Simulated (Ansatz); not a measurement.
Li2ZrO3:
```cif
data_Li4O6Zr2
_chemical_formula_sum 'Li4 Zr2 O6'
_space_group_name_H-M_alt 'P 1'
_space_group_IT_number 1
_cell_length_a 5.25487
_cell_length_b 5.25487
_cell_length_c 5.39612
_cell_angle_alpha 78.957
_cell_angle_beta 101.043
_cell_angle_gamma 61.454
loop_
_space_group_symop_operation_xyz
  'x, y, z'
loop_
_atom_site_label
_atom_site_type_symbol
_atom_site_fract_x
_atom_site_fract_y
_atom_site_fract_z
_atom_site_occupancy
Li1 Li 0.25864 0.25864 0.25000 1
Li2 Li 0.74136 0.74136 0.75000 1
Li3 Li 0.57500 0.57500 0.25000 1
Li4 Li 0.42500 0.42500 0.75000 1
Zr1 Zr 0.90865 0.90865 0.25000 1
Zr2 Zr 0.09135 0.09135 0.75000 1
O1 O 0.50000 0.00000 0.00000 1
O2 O 0.00000 0.50000 0.50000 1
O3 O 0.84473 0.30662 0.98734 1
O4 O 0.15527 0.69338 0.01266 1
O5 O 0.30662 0.84473 0.51266 1
O6 O 0.69338 0.15527 0.48734 1
```

Relaxed with r²SCAN.

Question: Tabulate the valence density and the electron localisation function along the shortest Li–Li contact (2.86 Å), DFT-r²SCAN in the program Ansatz with PAW potentials.

Answer: 

```csv
distance from Li (Å),density (e/Å³),ELF
0.29,4.90,0.99
0.43,1.96,0.83
0.57,0.46,0.23
0.71,0.10,0.01
0.86,0.07,0.01
1.00,0.07,0.02
1.14,0.07,0.03
1.29,0.07,0.04
1.43,0.07,0.04
1.57,0.07,0.04
1.71,0.07,0.04
1.86,0.07,0.03
2.00,0.08,0.01
2.14,0.11,0.03
2.29,0.47,0.21
2.43,1.96,0.81
2.57,4.90,0.99
```

The density is the valence pseudo-density with augmentation charge, so density and ELF within about 1 Å of a nucleus are not all-electron values.

Space group C2/c. The first step of the workflow began from a Materials Project structure, measured or hypothetical; the Crystallography Open Database files this formula in space group No. 15, but the cells were not matched. Its standing as an ambient phase is unchecked. Symmetry was held in the r²SCAN relaxation; whether a distortion lowers the energy is not shown. The run is not spin-polarised.

Potentials: the later of the program's two PAW sets.
